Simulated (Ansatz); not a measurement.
## Structure relaxation, HfO2

The start is a relaxed HfO2 cell shaken by Gaussian noise of σ = 0.08 Å a coordinate. The structure is fully relaxed (lattice and positions, P = 0) with PBE (plane waves to 420 eV, PAW, scalar-relativistic; Ansatz, a quantum-chemistry and plane-wave program). First-step values are on the input's coarse k-mesh.

Ansatz input (later rounds restart from its end on a renewed k-mesh):
Ansatz 0.2 input:
```yaml
crystal:
  lattice:
    - [6.3805671862, 0, 0]
    - [-3.1902835931, 5.5257332738, 0]
    - [0, 0, 10.4111687133]
  atoms:
    - { symbol: Hf, position: [0.3255745625, 0.67253487, 0.0632707175] }
    - { symbol: Hf, position: [0.6466494209, 0.3297542231, 0.5595029723] }
    - { symbol: Hf, position: [0.6614912378, 0.3529872498, 0.9460212908] }
    - { symbol: Hf, position: [0.3334767106, 0.6350463535, 0.4449193018] }
    - { symbol: O, position: [0.3263953167, 0.6638952968, 0.2527840001] }
    - { symbol: O, position: [0.6523619425, 0.3323974516, 0.7604866936] }
    - { symbol: O, position: [0.514773567, 0.0123590798, -0.001019046] }
    - { symbol: O, position: [0.476432629, 0.4795225461, 0.4908693671] }
    - { symbol: O, position: [-0.0022615732, 0.4929038239, -0.0129161612] }
    - { symbol: O, position: [0.4782586086, -0.0304847862, 0.4992562711] }
    - { symbol: O, position: [0.5004198527, 0.5076602972, -0.0090587655] }
    - { symbol: O, position: [0.0339839276, 0.5024252069, 0.5011386403] }
basis: { ecutwfc: 420, ecutrho_ratio: 4, xc_grid: 2, fft_grid_basis: typed }
kpoints: { mp_grid: { grid: [4, 4, 2] } }
hamiltonian:
  xc: pbe
  dispersion: none
  pseudopotentials: { azcp: { folder: ./paw }, kind: paw }
scf: { occupations: { method: fermi_dirac, width: 0.05 } }
relax: { f_tol: 0.01, max_steps: 100, cell: { stress_tol: 0.02 } }
output: { forces: true, stress: true }
```

```yaml
relative_to_the_parent: It returns to the parent structure, P6₃/mmc (No. 194)
band_gap_at_the_end: 4.53 eV, direct at Γ (no spin-orbit coupling)
optimiser_moves: 10
```

The end point of the relaxation:

Space group P6₃/mmc (No. 194); a = 6.3807 Å, b = 6.3807 Å, c = 10.4121 Å, α = 90.00°, β = 90.00°, γ = 120.00°

```tsv
atom	site	symmetry	x	y	z
Hf	4f	3m.	0.3333	0.6667	0.0624
O	2c	-6m2	0.3333	0.6667	0.2500
O	6g	.2/m.	0.5000	0.5000	0.5000
```

Final values are on a 5×5×3 k-mesh of the relaxed cell. The start holds a very short contact (Hf–O 1.72 Å). No spin polarisation in the result.

The relaxed structure here is a generated cell of HfO2: the first start was made by placing the elements on the sites of a structure type, and the end was not matched to a known phase here, so it may be hypothetical. Known forms of HfO2 include space group No. 14, 29, 137, 225.
